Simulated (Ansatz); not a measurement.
YB3C3 in space group Pm-3n (No. 223; Y on 2a, B on 6d, C on 6c), a = b = c = 4.801 Å, α = β = γ = 90.00°.

Relaxed with r²SCAN. Independent-particle spectrum: no excitons, no local fields, no scissors shift; 0.1 eV broadening; ε₁ of the summed bands alone.

### Question
Tabulate the dielectric function from r²SCAN (plane waves, PAW; program Ansatz).

### Answer


```
E (eV)  ε₁ xx  ε₂ xx
------  -----  -----
0.0     10.53   0.00
0.4     10.61   0.00
0.8     10.86   0.00
1.2     11.38   0.00
1.6     12.97   0.51
2.0     11.87   1.50
2.4     13.83   2.04
2.8     13.43   4.13
3.2     14.37   4.34
3.6     15.11   7.35
4.0     14.52  10.57
4.4     12.02  11.42
4.8     10.44  15.75
5.2      2.81  14.60
5.6      1.12  12.03
6.0      1.01  10.11
6.4      0.31   8.40
6.8      1.58   8.10
7.2      1.39   7.66
7.6      0.13   6.87
8.0      0.62   5.84
8.4      0.90   5.08
8.8      2.63   4.99
9.2      2.04   7.80
9.6      0.36   7.35
10.0    -0.31   6.12
10.4    -0.04   5.76
10.8     0.37   5.54
11.2    -0.10   6.31
11.6    -1.06   6.35
12.0    -1.41   5.16
```

### Question
From ε at 3.5 eV (xx: 15.23 + 6.69i), find n, k, the normal reflectivity and the absorption coefficient.

### Answer
n = 3.99, k = 0.838, R = 38 %, α = 2kE/ħc = 300000 cm⁻¹.

With all bands, ε∞ without local fields is 10.6.

The start of the workflow was typed in or built on a structure type; neither database checked (COD, Materials Project) lists it. Its standing as an ambient phase is unchecked. Symmetry was held in the r²SCAN relaxation; whether a distortion lowers the energy is not shown. The run is not spin-polarised. Spin–orbit coupling is left out wherever it is not named.

Potentials: the earlier of the program's two PAW sets.
